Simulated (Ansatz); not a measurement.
# O-17 NMR of the central transition in NaTiPO5

Cell: a computed structure from the Materials Project (it need not be an observed phase), taken as it stands.

Space group P2_1/c (No. 14); a = 6.7261, b = 8.5828, c = 7.2103 Å, β = 115.39°.

| site | Wyckoff | site symmetry | x | y | z |
| --- | --- | --- | --- | --- | --- |
| Na | 4e | 1 | 0.7505 | 0.0790 | 0.2275 |
| Ti | 4e | 1 | 0.7515 | 0.7427 | 0.9831 |
| P | 4e | 1 | 0.2504 | 0.5706 | 0.7506 |
| O13 | 4e | 1 | 0.7523 | 0.6824 | 0.7520 |
| O17 | 4e | 1 | 0.3373 | 0.4667 | 0.6234 |
| O21 | 4e | 1 | 0.1590 | 0.4687 | 0.8751 |
| O25 | 4e | 1 | 0.0695 | 0.8180 | 0.1042 |
| O29 | 4e | 1 | 0.4365 | 0.8217 | 0.3992 |

One atom of each set is listed.

Method: Kohn–Sham DFT in Ansatz, PBE, plane waves and PAW, scalar-relativistic, 420 eV cutoff, Γ-centred 4×3×3 k-points, Fermi–Dirac smearing 0.02 eV.

O-17 has I = 5/2 and Q = -25.58 mb (Pyykkö 2018); at 28.2 T its Larmor frequency is ν₀ = 162.8 MHz. Only the quadrupole interaction is simulated: positions count from each site's isotropic chemical shift, and J coupling is left out, as are shift anisotropy and dipolar coupling, which fast spinning averages.

Task: Give C_Q, η, the quadrupolar product P_Q = |C_Q|(1 + η²/3)^½, the second-order isotropic shift and the breadth of the pattern (fast magic-angle spinning) for each O site.

Result: 

| site | first shell | C_Q (MHz) | η | P_Q (MHz) | δ_QIS (ppm) | breadth (kHz) |
| --- | --- | --- | --- | --- | --- | --- |
| O13 | 2 Ti at 1.75–2.04 Å, 1 Na at 2.25 Å; also 1 P at 3.33 Å | 0.565 | 0.64 | 0.602 | -0.0820 | 0.0308 |
| O17 | 1 P at 1.56 Å, 1 Ti at 2.06 Å, angle 129°; also 2 Na at 2.53–2.58 Å | -5.94 | 0.19 | 5.98 | -8.08 | 2.97 |
| O21 | 1 P at 1.56 Å, 1 Ti at 2.04 Å, angle 133°; also 2 Na at 2.52–2.83 Å | -5.97 | 0.18 | 6.01 | -8.17 | 2.99 |
| O25 | 1 P at 1.55 Å, 1 Ti at 2.04 Å, angle 149°; also 2 Na at 2.43–3.23 Å | -6.12 | 0.14 | 6.14 | -8.52 | 3.09 |
| O29 | 1 P at 1.56 Å, 1 Ti at 2.01 Å, angle 143°; also 1 Na at 2.40 Å | -6.09 | 0.15 | 6.11 | -8.44 | 3.07 |

δ_QIS = −(ν_Q²/30ν₀²)[I(I+1) − 3/4](1 + η²/3) × 10⁶ ppm with ν_Q = 3|C_Q|/[2I(2I−1)]; it falls as 1/B₀² in ppm, and the breadth as 1/B₀ in kHz.

At O17, O21, O25 and O29 V_zz points along the shorter of its two bonds, to P (within 8°) in each case.

Hardware: 1 thread of Arm Neoverse V1 (aarch64; 8 cores open to the job, memory cap 2.5 GiB, no GPU), a shared host with a load of 0.3 a core. Wall time 1.9 min, CPU time 1.9 min, peak memory 1 GiB.
